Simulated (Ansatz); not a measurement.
Given:

GaP:
```cif
data_Ga2P2
_chemical_formula_sum 'Ga2 P2'
_space_group_name_H-M_alt 'P 1'
_space_group_IT_number 1
_cell_length_a 6.66816
_cell_length_b 6.66816
_cell_length_c 6.66816
_cell_angle_alpha 33.068
_cell_angle_beta 33.068
_cell_angle_gamma 33.068
loop_
_space_group_symop_operation_xyz
  'x, y, z'
loop_
_atom_site_label
_atom_site_type_symbol
_atom_site_fract_x
_atom_site_fract_y
_atom_site_fract_z
_atom_site_occupancy
Ga1 Ga 0.43596 0.43596 0.43596 1
Ga2 Ga 0.56404 0.56404 0.56404 1
P1 P 0.05805 0.05805 0.05805 1
P2 P 0.94195 0.94195 0.94195 1
```

This is the LDA-relaxed structure.

### Question
All from DFT-LDA in the program Ansatz with PAW potentials, unless another level is named. Predict the electronic dielectric constant ε∞ (DFPT).

### Answer
11.8 (xx = yy), 14.3 (zz).

### Question
And the Born charges (a third of the trace)?

### Answer
Ga +1.35, P -1.35 e.

### Question
Give the static dielectric constant ε0 (ions relaxed, cell fixed).

### Answer
12.8 (xx = yy), 15.2 (zz).

Space group R-3m. The workflow started from a Materials Project entry (that database holds measured and hypothetical structures alike); the Crystallography Open Database copy checked does not list it. It is not the phase usual at ambient conditions (space group No. 216). The LDA relaxation kept the symmetry of its start; its stability against distortions is not shown here. Scalar-relativistic: spin–orbit coupling is off unless named, which matters more the heavier the elements.

Potentials: the later of the program's two PAW sets.
